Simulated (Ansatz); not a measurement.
Mg₂Si: computed property card

Mg₂Si:
```
CELL_PARAMETERS angstrom
      5.82228     0.00000     0.00000
      0.00000     5.82228     0.00000
      0.00000     0.00000     5.82228
ATOMIC_POSITIONS crystal
  Mg 0.75000 0.75000 0.75000
  Mg 0.75000 0.25000 0.25000
  Mg 0.25000 0.75000 0.25000
  Mg 0.25000 0.25000 0.75000
  Si 0.00000 0.00000 0.00000
  Si 0.50000 0.50000 0.50000
```

Space group Pn-3m (No. 224); conventional cell a = b = c = 5.8223 Å, α = β = γ = 90.00°.

Method: PBE in the plane-wave PAW code Ansatz. Geometry: relaxed at this level of theory. Other levels are named where they apply.

### Cell and energy

- Volume per atom: 32.89 Å³
- Density: 1.29 g/cm³
- Formation energy from the elements (no fitted shifts): 0.42 eV/atom

### Electronic structure

- Band gap = 0.31 eV (direct)
- Valence-band maximum = at Γ
- Conduction-band minimum = at Γ
- Electron effective mass = 0.041 mₑ (isotropic)
- Hole effective mass, band 1 of 3 at the edge = 1.2 along [100], 5.2 along [110], 2.4 along [111] (mₑ)
- Hole effective mass, band 2 of 3 at the edge = 1.2 along [100], 1.2 along [110], 2.4 along [111] (mₑ)
- Hole effective mass, band 3 of 3 at the edge = 0.042 along [100], 0.040 along [110], 0.040 along [111] (mₑ)

### Mechanics

- Bulk modulus (Birch–Murnaghan fit): 27.1 GPa
- Pressure derivative B′: 3.9

The cell is a constructed one: a structure type filled with these elements; neither database checked (COD, Materials Project) lists it. It is not the phase usual at ambient conditions (space group No. 225). The cell was relaxed with PBE under the symmetry of its start; whether a distortion lowers the energy is not shown. The references are the lowest solids computed at this level, not always the standard phases.

Potentials: the later of the program's two PAW sets.
